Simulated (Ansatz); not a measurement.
CdTe:
```yaml
crystal:
  lattice:
    - [0.00000, 3.27934, 3.27934]
    - [3.27934, 0.00000, 3.27934]
    - [3.27934, 3.27934, 0.00000]
  atoms:
    - { symbol: Cd, position: [0.00000, 0.00000, 0.00000] }
    - { symbol: Te, position: [0.75000, 0.75000, 0.75000] }
```

Relaxed with plane-wave PAW r²SCAN (Ansatz code). Indices refer to the conventional cell of F-43m, a = 6.5587 Å, b = 6.5587 Å, c = 6.5587 Å, α = 90.00°, β = 90.00°, γ = 90.00°.

Task: Simulate the powder diffraction pattern (Cu Kα, λ = 1.54184 Å; lines above 1 %) up to 2θ = 90°.

Result: Simulated powder pattern, Cu Kα, λ = 1.54184 Å (kinematic, ideal powder, no thermal factors, no anomalous dispersion; the 30 strongest lines at most, above 1 %, up to 2θ = 90°):

```tsv
2θ (°)	d (Å)	I/Imax (%)	hkl
23.49	3.787	100	(111)
38.84	2.319	80	(220)
45.89	1.978	49	(311)
56.09	1.640	13	(400)
61.64	1.505	20	(331)
70.32	1.339	27	(422)
75.29	1.262	15	(511)+(333)
83.35	1.159	8.4	(440)
88.12	1.109	15	(531)
```

The cell was relaxed with r²SCAN under the symmetry of its start. Spin–orbit coupling is left out wherever it is not named.

Potentials: the earlier of the program's two PAW sets.
